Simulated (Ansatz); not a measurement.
MgS (rock salt, space group No. 225), a = b = c = 5.129 Å, α = β = γ = 90.00°; the cell used has 2 atoms.

Relaxed with LDA.

Problem. Give the optical modes at the zone centre with their infrared and Raman activity from DFPT, LDA in the plane-wave PAW code Ansatz.

Solution. Transverse frequencies, without the LO–TO term; a row sums one degenerate level.

```csv
ω (cm⁻¹),degeneracy,IR ((D/Å)²/amu),Raman (Å⁴/amu),activity,symmetry
252,3,26.38,0,IR,T1u
```

Problem. How high does the top mode go among those that the LO–TO term moves?

Solution. 403 cm⁻¹ for q along x.

Space group Fm-3m (rock salt). The cell was relaxed with LDA under the symmetry of its start.

Potentials: the earlier of the program's two PAW sets. The files were generated under PBE; for other functionals the program regenerates the frozen cores, and for LDA and PBEsol the local potential too.
